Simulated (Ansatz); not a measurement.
BN:
Space group R3m, hexagonal axes (No. 160); a = b = 2.4976 Å, c = 9.8728 Å, α = β = 90.00°, γ = 120.00°

| atom | site | symmetry | x | y | z |
|---|---|---|---|---|---|
| B | 3a | 3m | 0.0000 | 0.0000 | 0.9997 |
| N | 3a | 3m | 0.0000 | 0.0000 | 0.3328 |
(The calculation used a cell of 2 atoms; values per cell refer to that cell.)

Relaxed with r²SCAN+D4.

Problem. Give the optical modes at the zone centre with their infrared and Raman activity from DFPT, r²SCAN+D4 (plane waves, PAW; program Ansatz).

Solution. Transverse frequencies, without the LO–TO term; a row sums one degenerate level.

| ω (cm⁻¹) | degeneracy | IR ((D/Å)²/amu) | Raman (Å⁴/amu) | activity | symmetry |
|---|---|---|---|---|---|
| 771 | 1 | 2.13 | 0.76 | IR+Raman | A1 |
| 1376 | 2 | 55.51 | 210 | IR+Raman | E |

Problem. How high does the top mode go among those that the LO–TO term moves?

Solution. 1625 cm⁻¹ for q along x, 1625 cm⁻¹ for q along y, 832 cm⁻¹ for q along z.

The first step of the workflow began from a Materials Project structure, measured or hypothetical; the Crystallography Open Database copy checked does not list it. It is not the phase usual at ambient conditions (space group No. 186, 194, 216). Symmetry was held in the r²SCAN+D4 relaxation; whether a distortion lowers the energy is not shown.

Potentials: the earlier of the program's two PAW sets. The files were generated under PBE; for other functionals the program regenerates the frozen cores, and for LDA and PBEsol the local potential too.
